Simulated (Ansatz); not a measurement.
CdI2-type ReSb2

Computed with Ansatz (plane waves, PAW, 420 eV cutoff): PBEsol, scalar-relativistic, no spin polarisation, Γ-centred 10×10×6 mesh, 0.05 eV Gaussian smearing. The datasets are Ansatz's generated set soft_2.

```
CELL_PARAMETERS angstrom
3.40324 0.00000 0.00000
-1.70162 2.94729 0.00000
0.00000 0.00000 6.43996
ATOMIC_POSITIONS crystal
Re 0.00000 0.00000 0.00000
Sb 0.33333 0.66667 0.28892
Sb 0.66667 0.33333 0.71108
```

The start was a prototype's sites filled with these elements, not a measured cell.

At this volume the pressure is 0.00 GPa.

Path: Γ–M–K–Γ–A–L–H–A | L–M | H–K, with Γ = (0.000, 0.000, 0.000), M = (0.500, 0.000, 0.000), K = (0.333, 0.333, 0.000), A = (0.000, 0.000, 0.500), L = (0.500, 0.000, 0.500), H = (0.333, 0.333, 0.500) in reciprocal vectors of the calculation's cell.

**Question.** Is it a metal or an insulator, and if it has a gap, where are the band edges on this path?

**Answer.** A metal: bands cross the Fermi level.

Bands as a text map, energy in eV from the Fermi level (dashes), each leg drawn with the same width:
```
  1.79 | *  *           *  **             *                                
  1.61 |*  *         *       **         *                                  
  1.43 |  *         * **       *         ****        *    ****            *
  1.25 |     *      ** *   *                 *      *       * **         * 
  1.07 |    * ******    * *     *           * *      *          ***        
  0.89 |     **   *      *                     *   *         *          *  
  0.71 |       ***               *         **** *         *********    *   
  0.54 |                          *              **                ***     
  0.36 |   *      ******           **     *    *    *    *     **     *****
  0.18 |       ***                   *     *  * *       * *      **        
  0.00 |------*-----------------------*-----*----*-*-*-----**-------**-----
 -0.18 |                * *            * **    * ** *  *           *       
 -0.36 |                                     *  *  *  *      *             
 -0.54 |    **                          **                                 
 -0.71 |                 *              *                     *            
 -0.89 |*   **               ********         *          *     *           
 -1.07 | ***  *             *        * *              ***       *          
 -1.25 |       *         ***          *                          **        
 -1.43 |  *     *                              *       *                   
 -1.61 |                   *                         **                    
 -1.79 |                               *        *    *                     
 -1.96 |  **     *      * **                                               
 -2.14 |*****             *****       **         * **  *                   
 -2.32 |** * ** ****** *    *********** *              ***                 
 -2.50 | *   * *      *  ** *   *        *       ***          ********   **
 -2.68 |       ** *      *       *     *  *******     *   *********   ***  
 -2.86 |  *   *  ********                    *        *                  **
 -3.04 |           **  *   *      *                  *                 *   
        Γ      M      K      Γ      A      L      H      AL       MH      K
```

The calculation's cell holds 45 valence electrons, an odd number. Without magnetic order each band takes two, so one stays part-filled and the crystal must be a metal. (Only strong correlation, outside this picture, could make a Mott insulator of it.)

It took about 40 core-seconds on a shared host.

These numbers lack spin–orbit coupling. Spin polarisation wasn't tried.
